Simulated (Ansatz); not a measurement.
Data:

Cu4O:
```cif
data_Cu4O
_chemical_formula_sum 'Cu4 O1'
_space_group_name_H-M_alt 'Pm-3m'
_space_group_IT_number 221
_space_group_name_Hall '-P 4 2 3'
_cell_length_a 3.88556
_cell_length_b 3.88556
_cell_length_c 3.88556
_cell_angle_alpha 90.000
_cell_angle_beta 90.000
_cell_angle_gamma 90.000
loop_
_atom_site_label
_atom_site_type_symbol
_atom_site_symmetry_multiplicity
_atom_site_Wyckoff_symbol
_atom_site_fract_x
_atom_site_fract_y
_atom_site_fract_z
_atom_site_occupancy
Cu1 Cu 1 a 0.00000 0.00000 0.00000 1
Cu2 Cu 3 c 0.00000 0.50000 0.50000 1
O1 O 1 b 0.50000 0.50000 0.50000 1
```

This is the PBEsol-relaxed structure.

Problem. All from DFT-PBEsol in the program Ansatz with PAW potentials, unless another level is named. Give the electronic character.

Solution. metallic (no gap).

Problem. Give the density of states at the Fermi level.

Solution. 0.29 states/eV per atom (mean over ±0.08 eV).

Problem. Give the formation energy from the elements (no fitted shifts).

Solution. 0.12 eV/atom.

The start of the workflow was typed in or built on a structure type; neither database checked (COD, Materials Project) lists it. Whether it is the stable phase at ambient conditions was not checked. The PBEsol relaxation kept the symmetry of its start. At this level the phase is dynamically unstable (imaginary phonons). The workflow began spin-polarised and lost its moments. The volume moved by 16 % from the start of the relaxation. No Hubbard U is applied. The compound may be a true metal, but semilocal functionals without U, or a wrong spin order, can also close a gap. The references are the lowest solids computed at this level, not always the standard phases (solids in place of the gases).

Potentials: the earlier of the program's two PAW sets. The files were generated under PBE; for other functionals the program regenerates the frozen cores, and for LDA and PBEsol the local potential too.
